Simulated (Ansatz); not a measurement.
## ZnCu (CsCl type), scan of one atom of the cell

Relaxed ZnCu (CsCl type):

```
CELL_PARAMETERS angstrom
      5.92765     0.00000     0.00000
      0.00000     2.96382     0.00000
      0.00000     0.00000     2.96382
ATOMIC_POSITIONS crystal
  Zn 0.00000 0.00000 0.00000
  Zn 0.50000 0.00000 0.00000
  Cu 0.25000 0.50000 0.50000
  Cu 0.75000 0.50000 0.50000
```

In this cell atom 3 (Cu, nearest neighbour Zn at 2.567 Å; its periodic images, 3.0 Å or more away, move with it) is moved by s along Cartesian x, unit vector (1.000, 0.000, 0.000); all other atoms and the cell stay fixed.

Level of theory: PBE (plane waves to 420 eV, PAW, scalar-relativistic; Ansatz, a first-principles code). k mesh 7×13×13 (Γ-centred), Fermi-Dirac smearing 0.05 eV. E stands for the smeared free energy. Compression counts positive. With partly filled bands, energies and forces of such displacements shift with the k mesh and the smearing. F∥ is the force on the atom along that direction. ZnCu is run without spin polarisation. ZnCu was relaxed with its symmetry unable to fall. ΔE is measured from the undisplaced structure.

| s (Å) | ΔE (meV/cell) | F∥ (eV/Å) | P (GPa) |
|---|---|---|---|
| -0.770 | 1641 | 5.007 | 19.1 |
| -0.616 | 990 | 3.532 | 12.0 |
| -0.462 | 534 | 2.433 | 6.7 |
| -0.308 | 230 | 1.531 | 3.0 |
| -0.154 | 57 | 0.740 | 0.7 |
| 0.000 | 0 | 0.000 | 0.0 |
| 0.154 | 57 | -0.740 | 0.7 |
| 0.308 | 230 | -1.531 | 3.0 |
| 0.462 | 534 | -2.433 | 6.7 |
| 0.616 | 990 | -3.532 | 12.0 |
| 0.770 | 1641 | -5.007 | 19.1 |

Derived quantities:

```
Property                                                                                                                                               Result
--------------------------------------------------------  ---------------------------------------------------------------------------------------------------
Energy at s = 0.770 Å                                                                                                                           1641 meV/cell
Force along the line at s = -0.770 Å                                                                                                                5.01 eV/Å
Symmetry of the curve                                                                                                           even: the same for both signs
Shape of the curve                                                                             a single well with its minimum at or next to zero displacement
Force constant k = d²E/ds² at s = 0 (finite differences)                                                                                           4.75 eV/Å²
Harmonic estimate at the end of the scan                  ½ks² = 1407 meV/cell against the computed 1641 meV/cell, so the well is stiffer than harmonic there
```

(A displaced cell: forces are minus the slopes of the energy, force constants its curvatures, and phonons follow from these.)
